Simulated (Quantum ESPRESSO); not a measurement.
# KRb₃Br₄ (changed cell): field gradients at the nuclei

```xyz
8
Lattice="6.9578 0.0000 0.0000 0.0000 6.9578 0.0000 0.0000 0.0000 6.9578" Properties=species:S:1:pos:R:3 pbc="T T T"
K      0.0000     0.0000     0.0000
Br     3.4789     0.0000     0.0000
Rb     0.0000     3.4789     3.4789
Br     3.4789     3.4789     3.4789
Rb     3.4789     0.0000     3.4789
Br     0.0000     0.0000     3.4789
Rb     3.4789     3.4789     0.0000
Br     0.0000     3.4789     0.0000
```
The cell was made here from a computed Materials Project entry: one of 4 Rb replaced by K, cell and atoms relaxed (PBE without dispersion, pw.x of a modified build of Quantum ESPRESSO, symmetry kept). The parent is RbBr in Fm-3m; whether this form has been observed was not checked. The swapped cell is a model, not a known phase. Stability against distortions was not tested.

Computed: field gradients by PBE PAW (JTH datasets; density from pw.x of Quantum ESPRESSO, gradients reconstructed from it by a script), 20 Ha, k-mesh 4×4×4 through Γ.

```
site                 site symmetry  Vzz (10²¹ V/m²)   η_Q       ∣C_Q∣ (MHz)
-------------------  -------------  ---------------  ----  ----------------
K (atom 1)                    m-3m                0     –           0 (³⁹K)
Br1 (atoms 2, 6, 8)          4/mmm             2.01  0.00       15.2 (⁷⁹Br)
Rb (atoms 3, 5, 7)           4/mmm        under 0.2     –  under 1.3 (⁸⁵Rb)
Br2 (atom 4)                  m-3m                0     –          0 (⁷⁹Br)
```

Quadrupole moments taken as inputs (sizes, barn, from the tables of PySCF and pymatgen): ³⁹K 0.0585, ⁷⁹Br 0.313, ⁸⁵Rb 0.276.

Principal values are ordered |Vxx| ≤ |Vyy| ≤ |Vzz|, η = (Vxx − Vyy)/Vzz, and C_Q = eQVzz/h is given by its size. Cores are frozen. Against all-electron runs on small test molecules, this scheme's |Vzz| missed by −5 % on Br.
